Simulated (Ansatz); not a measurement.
Rh (fcc (Cu type)), relaxed and computed with several functionals in Ansatz (plane waves, PAW).

```tsv
functional	a (Å)	B₀ by P(V) fit (GPa)
r²SCAN	3.800	282
PBEsol	___	___
PBE	3.830	257
LDA	3.754	317
```

Question: What belongs in the gaps?

Answer: 
- PBEsol, a (Å): 3.780
- PBEsol, B₀ by P(V) fit (GPa): 295

All cells were relaxed under the symmetry of their starts (and spin orders); stability against distortions was not tested throughout. Named crystals with no word on spin ran without spin polarisation. Spin–orbit coupling is left out wherever it is not named.

Potentials: the earlier of the program's two PAW sets. The files were generated under PBE; for other functionals the program regenerates the frozen cores, and for LDA and PBEsol the local potential too.

Ansatz (a quantum-chemistry and plane-wave program) is a plane-wave DFT program.
